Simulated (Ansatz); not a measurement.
**Mg3SiTe: modes against the lattice constant**

These are results of Ansatz 0.2.0, DFT PBEsol, scalar-relativistic, plane waves, PAW, not measurements. Cutoff 420 eV, 8×8×8 k-points (Γ-centred), Fermi-Dirac smearing of 0.15 eV. No spin polarisation. Phonons by linear response, acoustic sum rule imposed.

The cell is fixed (symmetry leaves no force on the atoms) and stands under 3.4 GPa:
```yaml
crystal:
  lattice:
    - [5.09800, 0.00000, 0.00000]
    - [0.00000, 5.09800, 0.00000]
    - [0.00000, 0.00000, 5.09800]
  atoms:
    - { symbol: Si, position: [0.00000, 0.00000, 0.00000] }
    - { symbol: Te, position: [0.50000, 0.50000, 0.50000] }
    - { symbol: Mg, position: [0.50000, 0.50000, 0.00000] }
    - { symbol: Mg, position: [0.50000, 0.00000, 0.50000] }
    - { symbol: Mg, position: [0.00000, 0.50000, 0.50000] }
```

Its imaginary modes show that this cell, the ideal cubic antiperovskite prototype, isn't a minimum of the energy. In a metal, frequencies and elastic constants depend on the k mesh and the smearing, soft modes and shear constants most. Spin–orbit coupling is left out, which matters for heavy elements. A semilocal functional can close a gap that the real compound has.

**Question.** How do the optical zone-centre modes (counted from the lowest optical one, degenerate ones once; i marks imaginary ones) of this metal change over a = 5.098, 5.219 and 5.305 Å?

**Answer.**
```
         a (Å)  5.098  5.219  5.305
pressure (GPa)    3.4    0.8   -0.6
 mode 1 (cm⁻¹)   205i   197i   192i
 mode 4 (cm⁻¹)   178i   167i   159i
 mode 7 (cm⁻¹)    36i    43i    44i
mode 10 (cm⁻¹)    456    410    379
```